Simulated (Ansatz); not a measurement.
LiCl (Fm-3m) from a database of computed structures (r2SCAN geometry), in Ansatz:

```yaml
crystal:
  lattice:
    - [0.00000, 2.55604, 2.55604]
    - [2.55604, 0.00000, 2.55604]
    - [2.55604, 2.55604, 0.00000]
  atoms:
    - { symbol: Li, position: [0.00000, 0.00000, 0.00000] }
    - { symbol: Cl, position: [0.50000, 0.50000, 0.50000] }
```

G0W0@PBE with 247 empty bands, a screening cutoff of 220 eV and a 6×6×6 mesh (PAW, contour deformation) gives 8.950 eV over the mesh points, from a PBE gap of 6.387 eV; it sums over 252 bands with 259 plane waves in the screening and a wave cutoff of 420 eV. No extrapolation in bands, cutoff or mesh was made for G0W0. No spin polarisation and no zero-point or thermal motion.

Q: Estimate the gap with starting point PBE0.

A: 9.791 eV (+0.841 eV), from a Kohn-Sham gap of 8.507 eV.

Q: Estimate the gap with frequency model Godby-Needs pole.

A: 8.883 eV (-0.067 eV), from a Kohn-Sham gap of 6.387 eV.
